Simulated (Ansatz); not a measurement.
BaZrO3 (cubic perovskite)

```xyz
5
Lattice="4.2051 0.0000 0.0000 0.0000 4.2051 0.0000 0.0000 0.0000 4.2051" Properties=species:S:1:pos:R:3 pbc="T T T"
Ba     0.0000     0.0000     0.0000
Zr     2.1025     2.1025     2.1025
O      2.1025     0.0000     2.1025
O      0.0000     2.1025     2.1025
O      2.1025     2.1025     0.0000
```

This relaxed cell (volume V₀) is scaled evenly in all directions, its shape held. Symmetry pins the atoms to their sites.

These are r2SCAN (plane waves to 500 eV, PAW, scalar-relativistic; Ansatz, a quantum-chemistry and plane-wave program) values and carry that method's errors. k mesh 8×8×8 (Γ-centred), Fermi-Dirac smearing 0.05 eV. Energies are smeared free energies. Compression counts positive. BaZrO3 is run without spin polarisation. BaZrO3 was relaxed with its symmetry unable to fall. The zero of ΔE is the relaxed starting cell.

| V (Å³/atom) | ΔE (meV/atom) |
|---|---|
| 12.492 | 264.4 |
| 13.087 | 137.0 |
| 13.682 | 56.2 |
| 14.277 | 13.0 |
| 14.871 | 0.0 |
| 15.466 | 11.3 |
| 16.061 | 42.3 |
| 16.656 | 89.1 |
| 17.251 | withheld |

**Question.** Fit a third-order Birch-Murnaghan form (E₀, V₀, B₀, B₀′ free) to the given rows and predict ΔE at V = 17.251.

**Answer.** Least squares on the 8 given rows: ΔE = E₀ + (9V₀B₀/16)·y²·[2 + (B₀′ − 4)y], y = (V₀/V)^(2/3) − 1, with V₀ = 14.872 Å³/atom, B₀ = 163.2 GPa (160.2 GPa = 1 eV/Å³; the term in eV is multiplied by 1000), B₀′ = 4.34, E₀ = 0.01 meV/atom; root-mean-square residual 0.05 meV/atom. At 17.251 the fit gives 148.8 meV/atom; the calculation gives 148.6 meV/atom, so the extrapolation is off by 0.2 (+0.1 %). For the pressure the fit gives -17.6 GPa against the computed -17.5 GPa.

(A scan under strain: stresses follow from slopes of the energy per volume, elastic moduli from its curvatures.)
